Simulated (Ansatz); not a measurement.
TiB$_{2}$ (AlB2 type, space group P6/mmm)

```xyz
3
Lattice="3.0247 0.0000 0.0000 -1.5123 2.6195 0.0000 0.0000 0.0000 3.2226" Properties=species:S:1:pos:R:3 pbc="T T T"
Ti     0.0000     0.0000     0.0000
B      0.0000     1.7463     1.6113
B      1.5123     0.8732     1.6113
```

In each cell atom 1 (Ti, nearest neighbour B at 2.376 Å; its periodic images, 3.0 Å or more away, move with it) moves by s·(0.577, 0.577, 0.577) (along Cartesian [111]), the rest being held.

Method: r2SCAN (plane waves to 500 eV, PAW, scalar-relativistic; Ansatz, a quantum-chemistry and plane-wave program). k mesh 14×14×12 (Γ-centred), Fermi-Dirac smearing 0.05 eV. E stands for the smeared free energy. Left out: 4 of 11 points, with atoms too close for the PAW data. With partly filled bands, energies and forces of such displacements shift with the k mesh and the smearing. TiB2 is run without spin polarisation. TiB2 was relaxed with its symmetry unable to fall. ΔE is measured from the undisplaced structure. The last digit holds for this mesh only.

| s (Å) | ΔE (meV/cell) |
|---|---|
| -0.426 | 1438.3 |
| -0.284 | 613.5 |
| -0.142 | 150.2 |
| 0.000 | 0.0 |
| 0.142 | 150.2 |
| 0.284 | 613.5 |
| 0.426 | 1438.3 |

What force constant k = d²E/ds² at s = 0 does the table give?

15 eV/Å². It is the second difference of the nearest points, corrected with the next pair.

With k = 14.73 eV/Å² from the forces, is the well harmonic out to s = 0.426 Å?

½ks² = 1337 meV/cell against the computed 1438 meV/cell, so the well is stiffer than harmonic there.

(A displaced cell: forces are minus the slopes of the energy, force constants its curvatures, and phonons follow from these.)
